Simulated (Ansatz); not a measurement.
The calculation used DFT PBE, scalar-relativistic, plane waves, PAW (Ansatz 0.2.0). Settings: cutoff 420 eV, Γ-centred meshes spaced at most about 0.3 Å⁻¹, and about 0.25 Å⁻¹ or finer for metals (2π included), Gaussian smearing. No spin polarisation in the final relaxations.

These are static total energies at zero pressure.

Two forms of Ti2W were relaxed alike.

A. Space group Fmmm (No. 69), orthorhombic, a = 3.178 Å, b = 4.608 Å, c = 13.657 Å. Ti has 2 W at 2.70 Å, 6 Ti at 2.80–2.92 Å, 2 W at 3.18 Å, 2 Ti at 3.18 Å and 2 Ti at 3.37 Å; W is surrounded by 4 Ti at 2.70 Å, 4 W at 2.80 Å, 4 Ti at 3.18 Å and 2 W at 3.18 Å.

B. Space group P-6m2 (No. 187), hexagonal, a = 2.838 Å, c = 14.430 Å. Around Ti on a site of symmetry -6m2 lie 12 Ti at 2.84–2.89 Å; Ti on a second site of symmetry -6m2 has 6 Ti at 2.84 Å and 6 W at 2.92 Å; Ti on a site of symmetry 3m has 9 Ti at 2.84–2.89 Å and 3 W at 2.92 Å; W has 6 W at 2.84 Å and 6 Ti at 2.92 Å.

**Question.** Which form is favoured at zero pressure, and by what margin per atom?

**Answer.** A is lower, by 168 meV/atom. A has Ti and W ordered on bcc sites, space group Fmmm (No. 69), 16.7 Å³/atom and no gap on its mesh; B has Ti and W ordered on hcp sites, space group P-6m2 (No. 187), 16.8 Å³/atom and no gap. Counting all near atoms (those within 1.25 times the shortest distance at each site; a plus sign parts nearer from farther groups), A has Ti 14, W 8+6 and B has Ti 12, W 12. Even the lower one lies +0.04 eV/atom against the reference forms of the elements (uncorrected), so neither is stable at this level. Both come from invented guesses.

Spin–orbit coupling, which can matter for W, is left out. A magnetic state wasn't ruled out in cells without spin, among them Fmmm. Cells relaxed within their symmetry can be saddle points.
